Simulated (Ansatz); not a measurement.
**Structures of Li3ReBi: which is lowest?**

Plane-wave DFT in Ansatz with scalar-relativistic PAW potentials, cutoff 420 eV, Γ-centred meshes chosen by cell and gap, Gaussian smearing with energies taken to zero width. Every cell was relaxed (cell and atoms) in a run of its own, within the symmetry of its start. Functional: PBE.

Relaxed structures (starts from databases or built by putting these elements on another compound's sites):
A. Cm, 5 atoms in the computed cell, a = 9.741 Å, b = 3.504 Å, c = 6.806 Å, β = 133.4°; sites (symmetry × multiplicity) Li m × 2 + m × 2 + m × 2, Re m × 2, Bi m × 2; start: built
B. R-3c, 10 atoms in the computed cell, a = 8.264 Å, c = 10.444 Å; sites (symmetry × multiplicity) Li .2 × 18, Re 32 × 6, Bi -3. × 6; start: built

**Question.** Rank them by energy. Could pressure change the order?

**Answer.**
| structure | group | E − E(lowest) (meV/atom) | V (Å³/atom) | gap on mesh (eV) |
| --- | --- | --- | --- | --- |
| A | Cm | 0.0 | 16.88 | 0.00 |
| B | R-3c | 225 | 20.59 | 0.00 |

A is lowest, 225 meV/atom under B. The lowest is also the densest of these, so pressure wouldn't bring one of the others in at first order. Other structures may lie lower than all of these, and vibrations aren't counted.

Spin-orbit coupling is left out, which matters for the bands of heavy elements. For Tl, Pb and Bi spin-orbit coupling shifts energies too.